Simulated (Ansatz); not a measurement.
MnHg (P4/mmm); parallel moments on spinors.

```
Mn Hg
1.0
     3.28800    0.00000    0.00000
     0.00000    3.28800    0.00000
     0.00000    0.00000    6.62600
Mn Hg
2 2
Direct
  0.50000 0.50000 0.25000
  0.50000 0.50000 0.75000
  0.00000 0.00000 0.00000
  0.00000 0.00000 0.50000
```

Geometry: a structure as deposited in COD, repeated to hold the magnetic orders; nothing is relaxed.

Settings: PBE, 11×11×6 k mesh, Fermi–Dirac smearing of 0.05 eV. PAW means Ansatz 0.2.0 on its default frozen-core files. Site moments are integrated in spheres about the atoms. Start moments (μB): Mn1 3.9, Mn2 3.9.

Iteration by iteration:

```tsv
iteration	Harris–Foulkes energy less the last (meV)	density residual (eV)	∫|m| (μB)
1	-1557.317	1.3e+01	7.1725
2	-151.212	1.7e+00	7.5993
3	-98.308	5.1e-01	7.8699
4	68.847	3.0e-02	8.0810
5	56.153	1.4e-02	8.1843
6	37.231	1.9e-03	8.2198
7	19.264	9.1e-04	8.2321
8	0.201	3.8e-04	8.2748
9	-0.016	3.8e-04	8.2782
10	-0.009	2.5e-05	8.2852
11	0.000	6.3e-06	8.2861
12	0.000	4.2e-07	8.2863
13	0.000	7.5e-08	8.2863
14	0.000	9.9e-10	8.2863
```

Site moments (μB): Mn1 (0.00, 0.00, 3.86); Mn2 (0.00, 0.00, 3.86); Hg3 (0.00, 0.00, -0.02); Hg4 (0.00, 0.00, -0.02). Cell moment 7.80 μB.

The Ansatz runs typed with the search for lower states off end where their start leads. Spin–orbit coupling is left out although heavy atoms are present. These are results for the start and cell typed. The real compound can order otherwise, in a larger cell, or not at all, since semilocal functionals at zero temperature often overstate magnetism.
